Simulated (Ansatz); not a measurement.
According to the program Ansatz at the r²SCAN level (PAW), Ru in the trigonal phase (P-3m1; Ru on 2c, Ru on 2d, Ru on 2d, Ru on 2d) relaxes to a = 2.686 Å, c = 17.342 Å. Ru on 2c has 12 nearest neighbours from 2.66 Å (cuboctahedral); Ru on 2d has 12 nearest neighbours from 2.66 Å (cuboctahedral); Ru on 2d has 12 nearest neighbours from 2.61 Å (anticuboctahedral); Ru on 2d has 12 nearest neighbours from 2.66 Å (cuboctahedral).

Electronic character: metallic (no gap). Gap from r²SCAN with spin–orbit coupling: none (metallic).

The bulk modulus is 331 GPa.

The start of the workflow was typed in or built on a structure type; neither database checked (COD, Materials Project) lists it. It is not the phase usual at ambient conditions (space group No. 194). Symmetry was held in the r²SCAN relaxation; its stability against distortions is not shown here. No spin polarisation was allowed. Axis ratios of metals converge slowly with the k-mesh, so a and c are less sure than the volume. Spin–orbit coupling is left out wherever it is not named.

Potentials: the later of the program's two PAW sets.
